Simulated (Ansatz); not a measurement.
# Time and memory for Si₇CO₁₆

```yaml
crystal:
  lattice:
    - [0.0, 4.982, 6.963]
    - [4.982, 0.0, 6.963]
    - [4.982, 4.982, 0.0]
  atoms:
    - { symbol: C, position: [0.0, 0.0, 0.29897] }
    - { symbol: Si, position: [0.5, 0.5, 0.79897] }
    - { symbol: Si, position: [0.42397, 0.82603, 0.375] }
    - { symbol: Si, position: [0.92397, 0.32603, 0.875] }
    - { symbol: Si, position: [0.25, 0.25, 0.45103] }
    - { symbol: Si, position: [0.75, 0.75, 0.95103] }
    - { symbol: Si, position: [0.07603, 0.67397, 0.125] }
    - { symbol: Si, position: [0.57603, 0.17397, 0.625] }
    - { symbol: O, position: [0.020855, 0.157275, 0.082615] }
    - { symbol: O, position: [0.520855, 0.657275, 0.582615] }
    - { symbol: O, position: [0.385745, 0.042385, 0.354145] }
    - { symbol: O, position: [0.885745, 0.542385, 0.854145] }
    - { symbol: O, position: [0.407275, 0.270855, 0.489255] }
    - { symbol: O, position: [0.907275, 0.770855, 0.989255] }
    - { symbol: O, position: [0.292385, 0.635745, 0.967725] }
    - { symbol: O, position: [0.792385, 0.135745, 0.467725] }
    - { symbol: O, position: [0.114255, 0.457615, 0.282275] }
    - { symbol: O, position: [0.614255, 0.957615, 0.782275] }
    - { symbol: O, position: [0.092725, 0.229145, 0.667385] }
    - { symbol: O, position: [0.592725, 0.729145, 0.167385] }
    - { symbol: O, position: [0.207615, 0.864255, 0.395855] }
    - { symbol: O, position: [0.707615, 0.364255, 0.895855] }
    - { symbol: O, position: [0.479145, 0.342725, 0.760745] }
    - { symbol: O, position: [0.979145, 0.842725, 0.260745] }
kpoints:
  mp_grid: { grid: [3, 3, 3] }
scf:
  occupations: { method: fermi_dirac, width: 0.01 }
hamiltonian:
  xc: pbe
  pseudopotentials: { kind: paw }
output:
  forces: true
  stress: true
  populations: true
  efg: { quadrupole_moments_barn: { O: -0.02558 }, contact_densities: true }
relax:
  f_tol: 0.03
  max_steps: 40
```

```sh
ansatz run input.yaml --threads 1 --pin off --max-ram 3072MiB --backend cpu --events-out ev --progress --plain --runs-dir out
```

It runs on 1 thread of Arm Neoverse V1 (aarch64; 8 cores open to the job, memory cap 3.0 GiB, no GPU), a shared host with a load of 0.6 a core.

Question: How much time and memory should be set aside?

Answer: About 4.1 min of wall time (4.1 min of CPU time) and 0.72 GiB. The run holds 128 valence electrons in 88 bands, about 6755 plane waves a k-point and 10 irreducible k-points, and took 43 SCF iterations, over 7 ionic steps. Times on a shared host vary by tens of per cent.
